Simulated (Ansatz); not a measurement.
Relaxed-ion elastic tensor of ZrPt3 in space group P6_3/mmc (No. 194; Zr on 2a, Zr on 2c, Pt on 6g, Pt on 6h) in GPa (Voigt order), PBEsol in the plane-wave PAW code Ansatz; density 17.58 g/cm³, 15.98 Å³ per atom.

```
 412   174   161   0.0   0.0   0.0
 174   412   161   0.0   0.0   0.0
 161   161   426   0.0   0.0   0.0
 0.0   0.0   0.0  99.5   0.0   0.0
 0.0   0.0   0.0   0.0  99.5   0.0
 0.0   0.0   0.0   0.0   0.0   119
```

Problem. Is the crystal mechanically stable?

Solution. Yes: the smallest eigenvalue of C is 99.5 GPa.

Problem. Work out the Voigt, Reuss and Hill averages.

Solution. K_V = 249, K_R = 249, K_H = 249; G_V = 114, G_R = 112, G_H = 113 GPa.

Problem. Give Young's modulus, Poisson's ratio, Pugh's ratio and the universal anisotropy index.

Solution. E = 9KG/(3K + G) = 295 GPa; ν = 0.30; K/G = 2.20 (ductile by the Pugh limit of 1.75); A_U = 5G_V/G_R + K_V/K_R − 6 = 0.06.

Problem. Estimate the sound speeds and the Debye temperature.

Solution. v_l = √((K + 4G/3)/ρ) = 4770 m/s, v_t = √(G/ρ) = 2540 m/s, mean 2830 m/s; Θ = (h/k)(3n/4πV)^(1/3) v_m = 335 K.

Problem. Solve the Christoffel equation for the three sound speeds along x, y, z.

Solution. Eigenvalues of C_ijkl n_j n_l equal ρv². In km/s, slowest first: x 2.38, 2.60, 4.84; y 2.38, 2.60, 4.84; z 2.38, 2.38, 4.92.

Problem. How much does each axis shrink under pressure?

Solution. Linear compressibilities β_i = Σ_j S_ij (j = 1 to 3): x 1.3, y 1.3, z 1.3 per TPa.

The first step of the workflow began from a Materials Project structure, measured or hypothetical; the Crystallography Open Database copy checked does not list it. COD files the formula under space group No. 221. Whether it is the stable phase at ambient conditions was not checked. Symmetry was held in the PBEsol relaxation; whether a distortion lowers the energy is not shown. The run is not spin-polarised. As this level gives no gap, shear constants depend on the k-mesh and smearing (Fermi–Dirac, 0.1 eV here). Scalar-relativistic: spin–orbit coupling is off unless named, which matters more the heavier the elements.

Potentials: the later of the program's two PAW sets.
